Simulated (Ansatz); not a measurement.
**BeHgF6 in Ansatz, relaxation**

Input:

```yaml
crystal:
  lattice:
    - [5.086715, 0.0, 0.0]
    - [-2.543358, 4.405226, 0.0]
    - [0.0, -2.936814, 4.716718]
  atoms:
    - { symbol: F, position: [0.2385, 0.857, 0.7855] }
    - { symbol: F, position: [0.9285, 0.167, 0.7855] }
    - { symbol: F, position: [0.6185, 0.547, 0.7855] }
    - { symbol: F, position: [0.7615, 0.143, 0.2145] }
    - { symbol: F, position: [0.0715, 0.833, 0.2145] }
    - { symbol: F, position: [0.3815, 0.453, 0.2145] }
    - { symbol: Be, position: [0.0, 0.0, 0.0] }
    - { symbol: Hg, position: [0.5, 0.0, 0.5] }
  symmetry: { tolerance: 0.0003 }
kpoints:
  mp_grid: { grid: [5, 5, 5], shift: [0, 0, 0] }
magnetization:
  spin_polarized: false
scf:
  occupations: { method: fermi_dirac }
  lower_state_search: "off"
hamiltonian:
  pseudopotentials: { kind: paw }
  xc: r2scan
basis:
  ecutwfc: 500
  fft_grid_basis: typed
relax:
  max_steps: 40
  cell: { p_target: 20.0 }
output:
  forces: true
  stress: true
  eigenvalues: true
  bader: true
  populations: true
  elf: true
  write_potential: true
  volumetric_format: npy
  dos:
    e_range: [-12, 8]
    de: 0.05
    projected: { site_lists: { Be: [Be], F: [F], Hg: [Hg] } }
  write_density: true
checkpoint:
  read: saved_state
```

Launch command:

```bash
ansatz run input.yaml --threads 2 --pin off --max-ram 2560MiB --backend cpu --events-out ev --progress --plain --runs-dir out
```

Origin of the cell: a known structure type with other elements, at an estimated volume, so it need not be a known compound.

The smearing width isn't typed, so it takes its default of 0.1 eV.

The saved state is a converged single point of the same cell.

Steps («new basis» is an SCF on plane waves selected anew at the same cell):

| step | ΔH (meV/atom) | max force component (eV/Å) | P (GPa) | volume (Å³) | SCF iterations | step was |
| --- | --- | --- | --- | --- | --- | --- |
| 1 | 0.0 | 0.799 | -13.00 | 105.69 | 7 | accepted |
| 2 | -332.1 | 0.558 | -3.68 | 91.13 | 8 | accepted |
| 3 | -501.4 | 0.591 | 15.73 | 78.16 | 8 | accepted |
| 4 | -541.3 | 0.125 | 24.81 | 70.99 | 8 | accepted |
| 5 | -545.6 | 0.069 | 19.13 | 73.09 | 7 | accepted |
| 6 | -546.1 | 0.023 | 19.72 | 72.65 | 6 | accepted |
| 7 | -546.2 | 0.002 | 20.05 | 72.55 | 6 | accepted |
| 8 | -546.2 | 0.000 | 20.00 | 72.56 | 6 | accepted |
| 9 | -541.1 | 0.004 | 19.93 | 72.56 | 9 | new basis |
| 10 | -541.1 | 0.000 | 20.00 | 72.52 | 6 | accepted |
| 11 | -541.1 | 0.000 | 20.00 | 72.52 | 6 | new basis |

The starting structure.

Space group R-3 (No. 148); the run's cell has a = 5.087 Å, b = 5.087 Å, c = 5.556 Å, α = 117.24°, β = 90.00°, γ = 120.00°. Shortest distances: Be–F 1.87 Å, F–Hg 2.21 Å, F–F 2.57 Å.

The relaxed structure.

Space group R-3 (No. 148); the run's cell has a = 4.492 Å, b = 4.492 Å, c = 4.894 Å, α = 117.31°, β = 90.00°, γ = 120.00°. Shortest distances: Be–F 1.67 Å, F–Hg 2.06 Å, F–F 2.33 Å, Be–Hg 3.32 Å.

```xyz
8
Lattice="4.4916 0.0000 0.0000 -2.2458 3.8899 0.0000 0.0000 -2.5932 4.1510" Properties=species:S:1:pos:R:3 pbc="T T T"
F    -0.8721    1.1189    3.2143
F     3.9587   -1.3147    3.2143
F     1.4051    0.1958    3.2143
F     3.1179    0.1777    0.9366
F    -1.7128    2.6113    0.9366
F     0.8408    1.1008    0.9366
Be    0.0000    0.0000    0.0000
Hg    2.2458   -1.2966    2.0755
```

* Enthalpy lowered by: 541.1 meV/atom
* Volume change: -31.38 %
* Final pressure: 20.00 GPa
* Relaxation steps listed: 11

Caveats: no spin, though holes on the anions or broken bonds may carry moments; no spin-orbit coupling, though heavy elements are present; the k mesh is coarse if the cell is a metal; the relaxation held the start's symmetry, so the end may be a saddle point.

It ran for 2.1 min on 2 threads of Intel(R) Xeon(R) Platinum 8375C CPU @ 2.90GHz (Ice Lake) (shared host), peak memory 0.83 GiB, from a saved density.
